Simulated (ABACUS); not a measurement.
ABACUS run on CsPbBr3 (I4/mcm, 20 atoms in the cell; from Materials Project mp-1014168): self-consistent single point.

Method: LDA (PW92), numerical atomic orbitals TZP (confined pseudo-atomic orbitals with Gaussian additions; energy shift 0.01 Ry), PseudoDojo 0.4 standard norm-conserving LDA (tails mended) pseudopotentials run with ABACUS.

```
CELL_PARAMETERS angstrom
      8.19814     0.00000     0.00000
      0.00000     8.19814     0.00000
      0.00000     0.00000    12.08583
ATOMIC_POSITIONS crystal
  Cs 0.00000 0.50000 0.25000
  Cs 0.50000 0.00000 0.25000
  Cs 0.50000 0.00000 0.75000
  Cs 0.00000 0.50000 0.75000
  Pb 0.00000 0.00000 0.00000
  Pb 0.50000 0.50000 0.00000
  Pb 0.50000 0.50000 0.50000
  Pb 0.00000 0.00000 0.50000
  Br 0.00000 0.00000 0.25000
  Br 0.50000 0.50000 0.25000
  Br 0.18452 0.68452 0.00000
  Br 0.81548 0.31548 0.00000
  Br 0.31548 0.18452 0.00000
  Br 0.68452 0.81548 0.00000
  Br 0.50000 0.50000 0.75000
  Br 0.00000 0.00000 0.75000
  Br 0.68452 0.18452 0.50000
  Br 0.31548 0.81548 0.50000
  Br 0.81548 0.68452 0.50000
  Br 0.18452 0.31548 0.50000
```

Reference input (self-consistent single point, DFT, LDA (PW92), numerical atomic orbitals TZP (confined pseudo-atomic orbitals with Gaussian additions; energy shift 0.01 Ry), PseudoDojo 0.4 standard norm-conserving LDA (tails mended) pseudopotentials): basis = TZP numerical atomic orbitals, energy shift 0.01 Ry; KPT = Gamma 3 3 2 0 0 0; basis_type = lcao; dft_functional = PWLDA; ecutwfc = 100 Ry; smearing_method = gaussian; smearing_sigma = 0.00367493 Ry; potentials = PseudoDojo 0.4 standard norm-conserving LDA (tails mended); symmetry = 1; symmetry_prec = 1e-05; ks_solver = genelpa; scf_nmax = 100. This run's input differs from it in these lines:

```diff
@@ -79,3 +79,3 @@
 Gamma
-3 3 2 0 0 0
+5 5 3 0 0 0
```

Output, abridged:

```
 SELF-CONSISTENT
 -------------------------------------------

                  longest orb rcut (Bohr) = 11.1
   longest nonlocal projector rcut (Bohr) = 2.46
                     search radius (Bohr) = 27.1

                          real space grid = [ 100, 100, 150 ]

                                 init_chg = atomic

 LCAO ALGORITHM --------------- ION=   1  ELEC=   1--------------------------------

 Density error is 0.0593845343749
 E_KohnSham     -1129.6288064017     -15369.3883920015
 E_Fermi        0.3043253242         4.1405584554

 LCAO ALGORITHM --------------- ION=   1  ELEC=   2--------------------------------

   [... lines left out ...]

   [... 5 blocks of this kind left out ...]

 LCAO ALGORITHM --------------- ION=   1  ELEC=   8--------------------------------

 Density error is 3.14714325074e-06
 E_KohnSham     -1129.7860442005     -15371.5277220060
 E_Fermi        0.3031990779         4.1252350878

 LCAO ALGORITHM --------------- ION=   1  ELEC=   9--------------------------------

 Density error is 7.78064942458e-07
 E_KohnSham     -1129.7860442004     -15371.5277220055
 E_KS(sigma->0) -1129.7860442004     -15371.5277220055
 E_entropy(-TS) -0.0000000000        -0.0000000000
 E_Fermi        0.3031976348         4.1252154537
 charge density convergence is achieved
 final etot is -15371.527722 eV
 EFERMI = 4.1252154537 eV

 STATE ENERGY(eV) AND OCCUPATIONS    NSPIN == 1
   [... 103 lines left out ...]

 TOTAL-FORCE (eV/Angstrom)
                       Cs1         0.0000000000         0.0000000000         0.0000000000
                       Cs2         0.0000000000         0.0000000000         0.0000000000
                       Cs3         0.0000000000         0.0000000000         0.0000000000
                       Cs4         0.0000000000         0.0000000000         0.0000000000
                       Pb1         0.0000000000         0.0000000000         0.0000000000
                       Pb2         0.0000000000         0.0000000000         0.0000000000
                       Pb3         0.0000000000         0.0000000000         0.0000000000
   [... lines left out ...]

 TOTAL-STRESS (KBAR)
       -33.0428698376         0.0000000000        -0.0000000000
         0.0000000000       -33.0428698376         0.0000000000
         0.0000000000         0.0000000000       -36.1625867646
 TOTAL-PRESSURE: -34.082775 KBAR

 --------------------------------------------
 !FINAL_ETOT_IS -15371.5277220054867939 eV
 --------------------------------------------
```

The run converged in 9 iterations. Against the reference run the free energy drops by 2.0 meV/atom and the pressure hardly changes (-3.38 to -3.41 GPa).

Spin-orbit coupling is left out, which matters for bands and gaps with elements this heavy. The atom-centred basis is finite, which shifts total energies and pressures against plane waves. This run is one point of a test of settings, so its values need not be converged; read them against the reference run alone. The structure comes from a collection of computed structures, made at another level of theory; the collection holds predicted forms beside known ones.

Cost on one core: very roughly 60 core-seconds.

The atomic orbitals were generated for these runs; they are not ABACUS's published sets and were checked against plane waves on a few crystals only.

“Tails mended”: in these copies of the files the far tail of each local potential was reset to the Coulomb form.
